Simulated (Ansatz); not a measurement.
Given:

GaN:
```
CELL_PARAMETERS angstrom
      0.00000     2.22768     2.22768
      2.22768     0.00000     2.22768
      2.22768     2.22768     0.00000
ATOMIC_POSITIONS crystal
  Ga 0.00000 0.00000 0.00000
  N  0.25000 0.25000 0.25000
```

This is the LDA-relaxed structure.

**Question.** All from plane-wave PAW LDA (Ansatz code), unless another level is named. Estimate the Hill bulk and shear moduli.

**Answer.** 202 and 112 GPa.

**Question.** Next, the zero-point energy?

**Answer.** 78.8 meV/atom.

Space group F-43m (zinc blende). Symmetry was held in the LDA relaxation; phonons on a q-mesh show no instability.

Potentials: the later of the program's two PAW sets.
